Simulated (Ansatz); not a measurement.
ZnGeAs2 (chalcopyrite, I-42d) at seven volumes, r²SCAN (plane waves, PAW; program Ansatz), shape and atoms relaxed at each. One row is withheld.

| V (Å³/atom) | P (GPa) |
|---|---|
| 20.501 | 8.17 |
| 21.177 | 4.98 |
| 21.853 | 2.28 |
| 22.529 | 0.00 |
| 23.205 | -1.93 |
| 23.881 | ? |
| 24.557 | -4.93 |

Task: Fit the shown pressures and predict the withheld one.

Result: P = (3/2)B₀(x^(7/2) − x^(5/2))[1 + (3/4)(B′ − 4)(x − 1)] with x = (V₀/V)^(2/3). Least squares on the six rows gives V₀ = 22.529 Å³/atom, B₀ = 69.7 GPa, B′ = 4.59. At V = 23.881, x = 0.9619 and P = -3.55 GPa. The run itself gave -3.55 GPa.

The workflow started from an entry of the Crystallography Open Database (COD). Its standing as an ambient phase is unchecked. The cell was relaxed with r²SCAN under the symmetry of its start; its stability against distortions is not shown here.

Potentials: the later of the program's two PAW sets.
